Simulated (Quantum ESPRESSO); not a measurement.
Parts of the isotropic shielding in CdIn2O4, by PBE GIPAW on JTH datasets (Quantum ESPRESSO, modified build), 22.5 Ha, k-mesh 5×5×5 shifted:

```
CdIn2O4
1.0
    0.00000     4.61102     4.61102
    4.61102     0.00000     4.61102
    4.61102     4.61102     0.00000
Cd In O
2 4 8
Cartesian
  2.30551   2.30551   2.30551
  0.00000   0.00000   0.00000
  5.76377   3.45827   3.45827
  3.45827   3.45827   5.76377
  3.45826   5.76377   3.45826
  5.76377   5.76377   5.76377
  7.94709   7.94709   7.94709
  3.58046   5.64158   5.64158
  5.88597   5.88597   7.94709
  5.64158   3.58046   5.64158
  7.94709   5.88597   5.88597
  3.58046   3.58046   3.58046
  5.88597   7.94709   5.88597
  5.64158   5.64158   3.58046
```
The cell comes from the Materials Project (a computed structure). It is CdIn2O4 in Fd-3m; whether this form has been observed was not checked. Stability against distortions was not tested. Forces on the atoms reach 0.10 eV/Å at this level.

The core term is that of the free atom's frozen core; the paramagnetic column sums the reconstruction terms. Shieldings are absolute and leave out the bulk-susceptibility term; a larger σ means a smaller chemical shift. In our sweeps, cutoffs and meshes of this size left a few ppm, and up to some 20 ppm on atoms from Zn on. No spin–orbit coupling; In is the heaviest element present. With so small a Kohn–Sham gap, σ hangs strongly on the functional and the mesh.

| site | core | bare (smooth current) | diamagnetic correction | paramagnetic corrections | σ_iso (ppm) |
|---|---|---|---|---|---|
| Cd (atoms 1, 2) | 4799.7 | 50.3 | 121.3 | ___ | ___ |
| In (atoms 3, 4, 5, 6) | 4926.4 | 53.5 | 139.5 | ___ | ___ |
| O (atoms 7, 8, 9, 10, 11, 12, …) | 271.1 | 48.7 | 25.7 | ___ | ___ |

### Question
Some entries are withheld; supply them.

### Answer

- Cd (atoms 1, 2), paramagnetic corrections: -1533.7
- Cd (atoms 1, 2), σ_iso (ppm): 3437.7
- In (atoms 3, 4, 5, 6), paramagnetic corrections: -1947.0
- In (atoms 3, 4, 5, 6), σ_iso (ppm): 3172.3
- O (atoms 7, 8, 9, 10, 11, 12, …), paramagnetic corrections: -166.9
- O (atoms 7, 8, 9, 10, 11, 12, …), σ_iso (ppm): 178.6
